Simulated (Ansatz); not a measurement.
W2C:
```
CELL_PARAMETERS angstrom
      3.03446     0.00000     0.00000
     -1.51723     2.62792     0.00000
      0.00000     0.00000     4.64353
ATOMIC_POSITIONS crystal
  C  0.00000 0.00000 0.00000
  W  0.33333 0.66667 0.25380
  W  0.66667 0.33333 0.74620
```

Relaxed with PBEsol. Special points in fractions of this cell's reciprocal vectors: Γ (0.000, 0.000, 0.000); M (0.500, 0.000, 0.000); K (0.333, 0.333, 0.000); A (0.000, 0.000, 0.500); L (0.500, 0.000, 0.500); H (0.333, 0.333, 0.500).

### Question
List the band energies nearest the Fermi level at these points for the program Ansatz at the PBEsol level (PAW).

### Answer
In eV from the Fermi level; about four levels below and three above (degenerate sets whole), none deeper than 8.9 eV; points with the same levels are listed once.

```
k                    below                above
-  -----------------------  -------------------
Γ  -1.43 -1.43 -1.10 -1.10       0.56 0.56 1.59
M  -5.93 -5.67 -3.50 -1.78       1.48 2.28 2.71
K  -5.46 -4.43 -3.64 -3.64       0.97 0.97 2.29
A  -3.41 -2.88 -2.40 -2.40  1.07 1.07 1.69 1.69
L  -4.29 -2.66 -2.46 -0.49       0.23 2.14 2.71
H  -3.22 -2.82 -2.82 -0.49  0.55 0.55 3.52 3.52
```

Space group P-3m1. Symmetry was held in the PBEsol relaxation. No spin polarisation was allowed. Scalar-relativistic: spin–orbit coupling is off unless named, which matters more the heavier the elements.

Potentials: the later of the program's two PAW sets.
